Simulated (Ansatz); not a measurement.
Consider the following.

BaC8:
```xyz
9
Lattice="4.9792 0.0000 0.0000 -2.4896 4.3122 0.0000 0.0000 0.0000 5.2227" Properties=species:S:1:pos:R:3 pbc="T T T"
C      0.0000     1.4397     0.0000
C     -1.2428     3.5923     0.0000
C      2.4896     1.4374     0.0000
C      1.2428     3.5923     0.0000
C      1.2468     0.7198     0.0000
C      0.0000     2.8748     0.0000
C      3.7324     0.7198     0.0000
C      2.4896     2.8725     0.0000
Ba     0.0000     0.0000     2.6114
```

This is the PBE+D3(BJ)-relaxed structure. Tensor components refer to the Cartesian frame of this cell.

**Question.** All from PBE+D3(BJ) in the plane-wave PAW code Ansatz, unless another level is named. Estimate the highest zone-centre frequency.

**Answer.** 1420 cm⁻¹.

**Question.** Predict the bulk modulus (Birch–Murnaghan fit).

**Answer.** 85.1 GPa.

**Question.** Next, the elastic constants (relaxed ions, GPa)?

**Answer.** C11 = 637, C12 = 92.0, C13 = 17.8, C33 = 112, C44 = 11.6.

Space group P6/mmm. The cell is a constructed one: a structure type filled with these elements; neither database checked (COD, Materials Project) lists it. Whether it is the stable phase at ambient conditions was not checked. Symmetry was held in the PBE+D3(BJ) relaxation; of distortions, only those at the zone centre were tested. As this level gives no gap, shear constants depend on the k-mesh and smearing (Fermi–Dirac, 0.1 eV here). As this level gives no gap, phonon frequencies hold no LO–TO term and depend on the k-mesh and smearing (Fermi–Dirac, 0.1 eV here). Scalar-relativistic: spin–orbit coupling is off unless named, which matters more the heavier the elements.

Potentials: the later of the program's two PAW sets.
